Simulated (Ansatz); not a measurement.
SrI2:
```
SrI2
1.0
   12.47628     0.00000     0.00000
    0.00000     4.97760     0.00000
    0.00000     0.00000     8.48165
Sr I
4 8
Cartesian
  2.11808   1.24440   1.09607
 10.35820   3.73320   7.38558
  4.12006   3.73320   5.33690
  8.35622   1.24440   3.14475
  4.90207   1.24440   3.17121
  7.57420   3.73320   5.31045
  1.33607   3.73320   7.41203
 11.14021   1.24440   1.06962
  4.69934   1.24440   7.45256
  7.77694   3.73320   1.02909
  1.53880   3.73320   3.21173
 10.93748   1.24440   5.26992
```

Relaxed with r²SCAN.

Task: Give the Bader charges and basin volumes of the independent atoms, r²SCAN (plane waves, PAW; program Ansatz).

Result: 

| atom | Bader charge (e) | Bader volume (Å³) |
|---|---|---|
| Sr1 | +1.57 | 21.1 |
| I5 | -0.79 | 52.1 |
| I9 | -0.78 | 55.0 |

Space group Pnma. The first step of the workflow began from a Materials Project structure, measured or hypothetical; the Crystallography Open Database files this formula in space group No. 62, but the cells were not matched. Whether it is the stable phase at ambient conditions was not checked. The cell was relaxed with r²SCAN under the symmetry of its start; its stability against distortions is not shown here. Scalar-relativistic: spin–orbit coupling is off unless named, which matters more the heavier the elements.

Potentials: the later of the program's two PAW sets.
